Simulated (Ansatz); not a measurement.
Relaxed BaLiF3 (cubic perovskite):

```xyz
10
Lattice="7.7754 0.0000 0.0000 0.0000 3.8877 0.0000 0.0000 0.0000 3.8877" Properties=species:S:1:pos:R:3 pbc="T T T"
Ba     0.0000     0.0000     0.0000
Ba     3.8877     0.0000     0.0000
Li     1.9438     1.9438     1.9438
Li     5.8315     1.9438     1.9438
F      0.0000     1.9438     1.9438
F      3.8877     1.9438     1.9438
F      1.9438     0.0000     1.9438
F      5.8315     0.0000     1.9438
F      1.9438     1.9438     0.0000
F      5.8315     1.9438     0.0000
```

The atoms are displaced by Q × the pattern below (from a DFPT mode at X = (0.5, 0.0, 0.0), largest move 1; Q in Å), at fixed cell. It is one choice among 2 degenerate patterns. (q is in reciprocal vectors of the primitive cell; the cell shown is doubled to hold the pattern.)

| atom | x | y | z |
|---|---|---|---|
| Li3 | 0.000 | 0.000 | -0.571 |
| Li4 | 0.000 | 0.000 | 0.571 |
| F7 | 0.000 | 0.000 | 0.773 |
| F8 | 0.000 | 0.000 | -0.773 |
| F9 | 0.000 | 0.000 | -1.000 |
| F10 | 0.000 | 0.000 | 1.000 |

Atoms not listed stay in place.

Method: LDA (plane waves to 420 eV, PAW, scalar-relativistic; Ansatz, a quantum-chemistry and plane-wave program). k mesh 5×9×9 (Γ-centred), Fermi-Dirac smearing 0.05 eV. The energy includes the smearing's −TS. BaLiF3 was relaxed with its symmetry unable to fall. ΔE is measured from the undisplaced structure.

```csv
Q (Å),ΔE (meV/cell)
-0.2800,958
-0.2333,661
-0.1867,withheld
-0.1400,236
-0.0933,105
-0.0467,26
0.0000,0
0.0467,26
0.0933,105
0.1400,236
0.1867,withheld
0.2333,661
0.2800,958
```

Task: Fit an even polynomial form (powers 2, 4) to the given rows and predict ΔE at Q = 0.1867.

Result: Least squares on the 11 given rows: ΔE = (11980)·Q² + (2982)·Q⁴, in meV/cell with Q in Å; root-mean-square residual 0.3 meV/cell. At 0.1867 the fit gives 421 meV/cell; the calculation gives 421 meV/cell, the same to the digits shown. The quadratic term alone would give 418 meV/cell.

(A displaced cell: forces are minus the slopes of the energy, force constants its curvatures, and phonons follow from these.)
